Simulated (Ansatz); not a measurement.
W (bcc, W type)

```xyz
2
Lattice="-3.1835 3.1835 3.1835 1.5918 -1.5918 1.5918 1.5918 1.5918 -1.5918" Properties=species:S:1:pos:R:3 pbc="T T T"
W      0.0000     0.0000     0.0000
W     -1.5918     1.5918     1.5918
```

The atoms are displaced by Q × the pattern below (from a DFPT mode at N = (0.5, 0.0, 0.0), largest move 1; Q in Å), at fixed cell. (q is in reciprocal vectors of the primitive cell; the cell shown is doubled to hold the pattern.)

```csv
atom,x,y,z
W1,0.000,0.707,-0.707
W2,0.000,-0.707,0.707
```

Level of theory: PBE (plane waves to 420 eV, PAW, scalar-relativistic; Ansatz, a quantum-chemistry and plane-wave program). k mesh 10×20×20 (Γ-centred), Fermi-Dirac smearing 0.05 eV. With partly filled bands, energies and forces of such displacements shift with the k mesh and the smearing. Spin-orbit coupling is left out, though W is heavy. W is run without spin polarisation. W was relaxed with its symmetry unable to fall. 

```tsv
Q (Å)	−dE/dQ from forces (eV/Å)
-0.280	3.535
-0.233	3.908
-0.187	3.860
-0.140	3.421
-0.093	2.512
-0.047	1.315
0.000	0.000
0.047	-1.315
0.093	-2.512
0.140	-3.421
0.187	-3.860
0.233	-3.908
0.280	-3.535
```

Q: What harmonic wavenumber does the curvature at Q = 0 give?

A: 145 cm⁻¹. E″ = 28.60 eV/Å², M = Σ mᵢ|uᵢ|² = 367.7 u, ν̃ = 521.5·√(|E″|/M).

(For displaced atoms, the force is minus the slope of the energy, and its curvature is a force constant, which sets phonon frequencies.)
